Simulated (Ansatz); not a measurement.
SiC (4H type, space group P6_3mc)

```xyz
8
Lattice="3.0941 0.0000 0.0000 -1.5471 2.6796 0.0000 0.0000 0.0000 10.1294" Properties=species:S:1:pos:R:3 pbc="T T T"
Si     0.0000     0.0000     0.0031
Si     0.0000     0.0000     5.0678
Si     1.5471     0.8932     7.5996
Si     0.0000     1.7864     2.5349
C      0.0000     0.0000     8.2337
C      0.0000     0.0000     3.1690
C      1.5471     0.8932     5.6949
C      0.0000     1.7864     0.6302
```

Equation-of-state scan: isotropic scaling of the cell above, V₀ being its volume. The atoms relax within the cell's symmetry.

These are PBE (plane waves to 420 eV, PAW, scalar-relativistic; Ansatz, an electronic-structure program) values and carry that method's errors. k mesh 13×13×4 (Γ-centred), Fermi-Dirac smearing 0.05 eV. The energy includes the smearing's −TS. Compression counts positive. With the shape held, the modulus is that of even scaling; a crystal free to change shape is softer. SiC was relaxed with its symmetry unable to fall. The zero of ΔE is the relaxed starting cell.

The scan covers V/V₀ from 0.940 to 1.060 in 11 points.

### Question
What is ΔE at V/V₀ = 1.060?

### Answer
22.8 meV/atom.

### Question
What pressure does the cell carry at V/V₀ = 0.940?

### Answer
14.9 GPa.

### Question
What is ΔE at V/V₀ = 0.940?

### Answer
27.8 meV/atom.

(Under strain, the slope of the energy per volume gives the stress and its curvature an elastic modulus.)
